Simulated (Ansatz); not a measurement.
BeSe:
```
CELL_PARAMETERS angstrom
      0.00000     2.56446     2.56446
      2.56446     0.00000     2.56446
      2.56446     2.56446     0.00000
ATOMIC_POSITIONS crystal
  Se 0.75000 0.75000 0.75000
  Be 0.00000 0.00000 0.00000
```

Cartesian axes are those of the cell as given.

Question: Give the high-frequency dielectric tensor and the Born effective charge tensors of the independent atoms from DFPT, PBEsol (plane waves, PAW; program Ansatz).

Answer: 
ε∞:
```
6.11  0.00  0.00
0.00  6.11  0.00
0.00  0.00  6.11
```
Z* of atom 1 (Se), rows: field, columns: displacement, in e:
```
-1.53   0.00   0.00
 0.00  -1.53   0.00
 0.00   0.00  -1.53
```
Z* of atom 2 (Be), rows: field, columns: displacement, in e:
```
1.53  0.00  0.00
0.00  1.53  0.00
0.00  0.00  1.53
```

Static charges for comparison (Bader): Se1 -1.57, Be2 +1.57 e. Born charges measure polarisation by displacement and can exceed these by far.

Space group F-43m (zinc blende). The PBEsol relaxation kept the symmetry of its start. Spin–orbit coupling is left out wherever it is not named.

Potentials: the later of the program's two PAW sets.
